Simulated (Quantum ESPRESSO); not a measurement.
# Band energies of InAs

```
InAs
1.0
    0.00000     3.01249     3.01249
    3.01249     0.00000     3.01249
    3.01249     3.01249     0.00000
As In
1 1
Direct
  0.00000   0.00000   0.00000
  0.25000   0.25000   0.25000
```

LDA (Quantum ESPRESSO, PseudoDojo norm-conserving, 80 Ry, scalar-relativistic); path ΓXWKΓLUWLK,UX; energies in eV from the Fermi level.

```csv
k (1/Å),point,band 10,band 11,band 12,band 13,band 14,band 15,band 16,band 17
0.00,Γ,-14.29,-12.03,-0.40,-0.02,-0.02,-0.02,3.82,3.82
0.35,,-14.28,-11.65,-2.68,-0.88,-0.88,2.13,2.76,5.09
0.70,,-14.27,-10.68,-4.86,-1.97,-1.97,1.69,2.47,7.34
1.04,X,-14.26,-9.97,-5.99,-2.40,-2.40,1.39,1.94,9.07
1.17,,-14.26,-9.96,-5.97,-2.50,-2.50,1.65,2.18,8.51
1.56,W,-14.28,-9.92,-5.85,-3.04,-2.97,4.15,4.21,4.89
1.93,K,-14.27,-9.99,-5.86,-3.38,-2.01,1.98,4.19,7.20
2.03,,-14.28,-10.07,-5.76,-3.47,-1.80,2.16,4.91,6.77
2.34,,-14.28,-10.71,-4.97,-2.79,-1.00,2.47,4.90,5.06
2.74,,-14.28,-11.74,-2.52,-0.83,-0.18,1.45,3.78,4.10
3.04,Γ,-14.29,-12.03,-0.40,-0.02,-0.02,-0.02,3.82,3.82
3.44,,-14.29,-11.53,-3.44,-0.52,-0.52,1.13,4.48,4.48
3.74,,-14.28,-10.78,-5.42,-0.94,-0.94,0.87,4.64,4.64
3.94,L,-14.28,-10.52,-5.92,-1.03,-1.03,0.79,4.61,4.61
4.16,,-14.28,-10.43,-5.85,-2.02,-1.24,1.76,4.23,5.09
4.47,,-14.28,-10.06,-5.80,-3.38,-1.86,2.11,4.66,6.59
4.58,U,-14.27,-9.99,-5.86,-3.38,-2.01,1.98,4.19,7.20
4.95,W,-14.28,-9.92,-5.85,-3.04,-2.97,4.15,4.21,4.89
5.23,,-14.28,-10.13,-5.76,-3.14,-2.04,3.14,3.99,5.59
5.59,,-14.28,-10.50,-5.90,-1.30,-1.08,1.07,4.49,4.71
5.69,L,-14.28,-10.52,-5.92,-1.03,-1.03,0.79,4.61,4.61
5.85,,-14.28,-10.47,-5.88,-1.69,-1.16,1.45,4.33,4.88
6.17,,-14.28,-10.12,-5.77,-3.28,-1.77,2.18,4.74,6.38
6.33,K,-14.27,-9.99,-5.86,-3.38,-2.01,1.98,4.19,7.20
6.33,U,-14.27,-9.99,-5.86,-3.38,-2.01,1.98,4.19,7.20
6.69,X,-14.26,-9.97,-5.99,-2.40,-2.40,1.39,1.94,9.07
```

At this level the gap is closed or nearly so: along the path the highest valence and lowest conduction bands touch, or overlap by less than 0.6 eV, a zero-gap or semimetallic result; the valence top lies at Γ, the conduction bottom at Γ. Semilocal functionals close the gaps of some narrow-gap semiconductors, so this alone doesn't show that the compound has none.

Spin-orbit splittings are left out.

Geometry relaxed with LDA.
